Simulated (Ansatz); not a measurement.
Input file for Ansatz (an electronic-structure program):

Ansatz 0.2 input:
```yaml
crystal:
  lattice:
    - [2.8633019576, 0.0, 0.0]
    - [0.0, 2.8633019576, 0.0]
    - [0.0, 0.0, 2.8633019576]
  atoms:
    - { symbol: Al, position: [0.0, 0.0, 0.0] }
    - { symbol: Ni, position: [0.5, 0.5, 0.5] }
kpoints:
  mp_grid: { grid: [30, 30, 30] }
hamiltonian:
  xc: r2scan
  pseudopotentials: { kind: paw }
scf:
  occupations: { method: fermi_dirac, width: 0.1 }
elastic: { mode: relaxed_ion, stencil: two_point, amplitude: 0.005, f_tol: 0.0005 }
```

Output (shortened):

```
Pseudopotential: Al, paw, valence charge 3
Pseudopotential: Ni, paw, valence charge 18
Functional definition: r2SCAN
Crystal: 2 atoms, lattice volume = 23.475 Å³
Basis set: ecut = 500 eV, 619 PW (Γ), exchange–correlation on 96×96×96 points (64 copies of the dense FFT grid, shifted against one another)
Bands: 15, of which v1, the nominal top of the filled ones, is band 11 counted from 1 (10 counted from 0)
Symmetry: 48 space group operations
Space group: Pm-3m (ITA 221), of the structure as read, at distance tolerance 2.9e-5 Å
k-points: 816 of 27000
SCF 1 converged in 11 iterations: F = -6387.066659 eV  dr2 = 1.49e-14
Crystal: 2 atoms, lattice volume = 23.475 Å³
SCF 2 converged in 2 iterations: F = -6387.066659 eV  dr2 = 6.33e-14
Crystal: 2 atoms, lattice volume = 23.357 Å³
Symmetry: 16 space group operations
k-points: 2176 of 27000
SCF 3 converged in 11 iterations: F = -6387.066195 eV  dr2 = 3.13e-14
Crystal: 2 atoms, lattice volume = 23.592 Å³
SCF 4 converged in 9 iterations: F = -6387.066276 eV  dr2 = 2.02e-14
Crystal: 2 atoms, lattice volume = 23.475 Å³
Symmetry: 8 space group operations
k-points: 3856 of 27000
SCF 5 converged in 9 iterations: F = -6387.066413 eV  dr2 = 7.41e-14
Crystal: 2 atoms, lattice volume = 23.475 Å³
SCF 6 converged in 7 iterations: F = -6387.066413 eV  dr2 = 5.31e-14
SCF converged after 2 iterations
Free energy (F): -6387.066659 eV
Harris-Foulkes:  -6387.066659 eV  (|F-HF|=1.82e-12)
Internal energy: -6387.039901 eV  (E = F + TS)
E sigma→0 (E₀):  -6387.053280 eV
Entropy (-TS):   -0.026758 eV (-13.379 meV/atom)
Fermi energy:    14.171470 eV
--- Per-component energies (eV) ---
  E_band       = -355.862054
  E_kinetic    = 311.643619
  E_local      = -4429.248490  (includes V_loc(G=0)·N_el)
  E_nonlocal   = 652.121479
  E_hartree    = 1910.606408
  E_xc         = -117.371924
  E_vxc        = -151.366170  (∫ρ·V_xc dr)
  E_paw        = -2120.884465  (= ΣΔE_a)
  E_vpaw       = -570.662333  (= ΣTr[D̂ρ^β])
  E_aug_tail   = 0.000235  (compensation charges beyond the density's cutoff)
  E_vtau       = 10.436813  (kinetic-family band-sum trace: ∫τ·v_τ [+ j·A + Jᵃ·Aᵃ] dr)
  E_ewald      = -2593.546585
  E_core_change = -0.360177  (= ΣΔE_core)
  E_smearing   = -0.026758  (= −TS)
  E_closure    = 0.000000  (closes the sum)
  Σ components = -6387.066659   (vs F -6387.066659, Δ=0.00e0)
--- Forces (eV/Å), atoms counted from 1 ---
  atom   1  Al     0.00000000     0.00000000     0.00000000
  atom   2  Ni     0.00000000     0.00000000     0.00000000
  max |Σ_I F_I| component: 0.0 eV/Å
--- Stress (GPa, compression-positive) ---
        0.047369       0.000000       0.000000
        0.000000       0.047369       0.000000
        0.000000       0.000000       0.047369
  P = ⅓ Tr σ = 0.0474 GPa (0.474 kbar)
--- Band table (eV; the first three rows and the last of 816) ---
  k-point 0: bands = ["-92.8354", "-51.7585", "-51.7585", "-51.7585", "2.2763", "10.7166", "10.7166", "12.5265", "12.5265", "12.5265", "20.1080", "20.1080", "20.1080", "22.6131", "22.6131"]
  k-point 1: bands = ["-92.8353", "-51.7588", "-51.7585", "-51.7585", "2.2982", "10.7148", "10.7220", "12.5168", "12.5168", "12.5275", "19.8029", "20.1369", "20.1369", "22.6145", "22.9015"]
  k-point 2: bands = ["-92.8353", "-51.7596", "-51.7584", "-51.7584", "2.3637", "10.7085", "10.7380", "12.4884", "12.4884", "12.5305", "19.1299", "20.2230", "20.2230", "22.6186", "23.5212"]
  k-point 815: bands = ["-92.8304", "-51.7801", "-51.7801", "-51.7801", "9.7611", "9.7611", "9.7611", "13.1503", "13.1503", "16.1471", "16.1471", "16.1471", "18.7790", "18.8913", "18.8913"]
--- Elastic constants: 2 strain directions × 2 members + reference (group order 48) ---
  dense FFT box of the reference and of every strained cell: 24×24×24
  strains applied: 11, 23; error gains: componentwise 1.00 (the most a stress slope's error grows in a printed constant), spectral 1.73 (1 for all six strains …
  C = ∂σ_k/∂η_j (tension-positive GPa; Voigt order 11 22 33 23 13 12):
       231.385    148.892    148.892      0.000      0.000      0.000
       148.892    231.385    148.892      0.000      0.000      0.000
       148.892    148.892    231.385      0.000      0.000      0.000
         0.000      0.000      0.000    134.676      0.000      0.000
         0.000      0.000      0.000      0.000    134.676      0.000
         0.000      0.000      0.000      0.000      0.000    134.676
  reference stress σ⁰ (GPa):     -0.047     -0.047     -0.047      0.000      0.000      0.000
  moduli (Voigt/Reuss/Hill, GPa): K = 176.39/176.39/176.39   G = 97.30/70.66/83.98   E = 217.43   ν = 0.295
  mechanically stable: yes (min eigenvalue of sym C = 82.49 GPa)
  strain η (Voigt 11):  stress-route row diagonal C_11 = 231.38 GPa, energy-path curvature d²(F+E_count+ΔE)/dδ²/Ω₀ = 231.35 GPa
         δ    σ_11 (GPa)             F (eV)   n_scf  n_hpsi   n_pw
    -5.000e-3      -1.2271       -6387.0661947      11  770021    624   relax 0 steps, max|allowed force component| 0.0 eV/Å
     5.000e-3       1.0868       -6387.0662757       9  659596    624   relax 0 steps, max|allowed force component| 0.0 eV/Å
  strain η (Voigt 23):  stress-route row diagonal C_44 = 134.68 GPa, energy-path curvature d²(F+E_count+ΔE)/dδ²/Ω₀ = 134.70 GPa
         δ    σ_23 (GPa)             F (eV)   n_scf  n_hpsi   n_pw
    -5.000e-3      -0.6734       -6387.0664130       9  1222742    624   relax 0 steps, max|allowed force component| 0.0 eV/Å
     5.000e-3       0.6734       -6387.0664130       7  1080672    624   relax 0 steps, max|allowed force component| 0.0 eV/Å
```

Cost: about 8 core-minutes (a rough figure) on shared cores.

The r²SCAN relaxation kept the symmetry of its start; of distortions, only those at the zone centre were tested. The run is not spin-polarised. As this level gives no gap, shear constants depend on the k-mesh and smearing (Fermi–Dirac, 0.1 eV here).

Potentials: the later of the program's two PAW sets.

Ansatz is a plane-wave DFT program.
